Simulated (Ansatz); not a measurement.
Na2Au:
Space group I4/mcm (No. 140); a = b = 7.289 Å, c = 5.620 Å, α = β = γ = 90.00°

```tsv
atom	site	symmetry	x	y	z
Au	4a	422	0.0000	0.0000	0.2500
Na	8h	m.2m	0.3259	0.1741	0.0000
```
(The calculation used a cell of 6 atoms; values per cell refer to that cell.)

Relaxed with r²SCAN.

Task: Tabulate the valence density and the electron localisation function along the shortest Au–Au contact (2.81 Å), plane-wave PAW r²SCAN (Ansatz code).

Result: 

```csv
distance from Au (Å),density (e/Å³),ELF
0.28,11.86,0.70
0.42,8.97,0.62
0.56,6.14,0.56
0.70,3.71,0.49
0.84,1.82,0.41
0.98,0.85,0.32
1.12,0.54,0.28
1.26,0.39,0.28
1.40,0.36,0.30
1.55,0.39,0.28
1.69,0.54,0.28
1.83,0.85,0.32
1.97,1.82,0.41
2.11,3.71,0.49
2.25,6.14,0.56
2.39,8.97,0.62
2.53,11.86,0.70
```

The density is the valence pseudo-density with augmentation charge, so density and ELF within about 1 Å of a nucleus are not all-electron values.

The workflow started from an entry of the Crystallography Open Database (COD). Whether it is the stable phase at ambient conditions was not checked. The r²SCAN relaxation kept the symmetry of its start; whether a distortion lowers the energy is not shown. Axis ratios of metals converge slowly with the k-mesh, so a and c are less sure than the volume. Spin–orbit coupling is left out wherever it is not named.

Potentials: the later of the program's two PAW sets.
